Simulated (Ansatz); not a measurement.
# Is this Li3Tl2B structure a true minimum?

The cell was found from a structure generator's guess, not taken from experiment.

Level of theory: Ansatz 0.2.0, DFT PBE, scalar-relativistic, plane waves, PAW. Settings: cutoff 420 eV, Γ-centred mesh 12×12×12 on the computed 6-atom cell, Gaussian smearing of 0.10 eV; no spin polarisation.

The cell below (6 atoms, space group Immm (No. 71)) is relaxed within its symmetry.

```
CELL_PARAMETERS angstrom
-2.17422 2.79057 4.59666
2.17422 -2.79057 4.59666
2.17422 2.79057 -4.59666
ATOMIC_POSITIONS crystal
Li 0.21108 0.00000 0.21108
Li 0.78892 0.00000 0.78892
Li 0.50000 0.50000 0.00000
Tl 0.75538 0.25538 0.50000
Tl 0.24462 0.74462 0.50000
B 0.00000 0.50000 0.50000
```

For the test a repeat of it with 12 atoms (edges 5.80, 5.80, 7.08 Å) was strained at random (σ = 1.5 % a component), the atoms were moved at random (σ = 0.05 Å), and all was relaxed again on a coarse 4×4×4 mesh (in the run’s order of axes) with 0.20 eV smearing, with no symmetry imposed.

Spin–orbit coupling, which can matter for Tl, is left out.

**Question.** What happens?

**Answer.** It returns, within 1 meV/atom of the unmoved cell on that mesh and with the same symmetry when read at 0.1 Å (P-1 at 0.01 Å, so small strains and shifts remain). No instability shows in this cell; modes of other wave vectors, which need another repeat, aren't tested.
